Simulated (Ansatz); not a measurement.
ZrTiB₄:
```yaml
crystal:
  lattice:
    - [3.10088, 0.00000, 0.00000]
    - [0.00000, 3.40944, 0.00000]
    - [0.00000, 0.00000, 5.36847]
  atoms:
    - { symbol: Ti, position: [0.00000, 0.00000, 0.00000] }
    - { symbol: B, position: [0.50000, 0.50000, 0.16120] }
    - { symbol: B, position: [0.00000, 0.50000, 0.32593] }
    - { symbol: Zr, position: [0.50000, 0.00000, 0.50000] }
    - { symbol: B, position: [0.00000, 0.50000, 0.67407] }
    - { symbol: B, position: [0.50000, 0.50000, 0.83880] }
```

Relaxed with r²SCAN. Special points in fractions of this cell's reciprocal vectors: Γ (0.000, 0.000, 0.000); X (0.500, 0.000, 0.000); S (0.500, 0.500, 0.000); Y (0.000, 0.500, 0.000); Z (0.000, 0.000, 0.500); U (0.500, 0.000, 0.500); R (0.500, 0.500, 0.500); T (0.000, 0.500, 0.500).

Question: List the band energies nearest the Fermi level at these points for r²SCAN (plane waves, PAW; program Ansatz).

Answer: In eV from the Fermi level; about four levels below and three above (degenerate sets whole), none deeper than 8.9 eV; points with the same levels are listed once.

```
k                    below           above
-  -----------------------  --------------
Γ  -2.76 -2.75 -2.58 -2.25  1.33 2.44 2.80
X  -3.53 -3.12 -0.88 -0.40  0.19 0.62 0.70
S  -4.49 -3.52 -3.46 -2.36  1.95 3.07 3.16
Y  -4.19 -2.84 -0.93 -0.80  0.03 0.12 0.52
Z  -3.08 -2.78 -2.34 -1.71  1.39 1.49 2.19
U  -3.45 -3.30 -2.61 -2.49  1.38 2.15 2.23
R  -4.60 -3.84 -3.30 -2.33  2.00 3.04 3.76
T  -3.76 -3.72 -1.74 -1.46  1.30 1.52 2.12
```

Space group Pmmm. The start of the workflow was typed in or built on a structure type; neither database checked (COD, Materials Project) lists it. Whether it is the stable phase at ambient conditions was not checked. The cell was relaxed with r²SCAN under the symmetry of its start; whether a distortion lowers the energy is not shown. No spin polarisation was allowed. Spin–orbit coupling is left out wherever it is not named.

Potentials: the earlier of the program's two PAW sets.
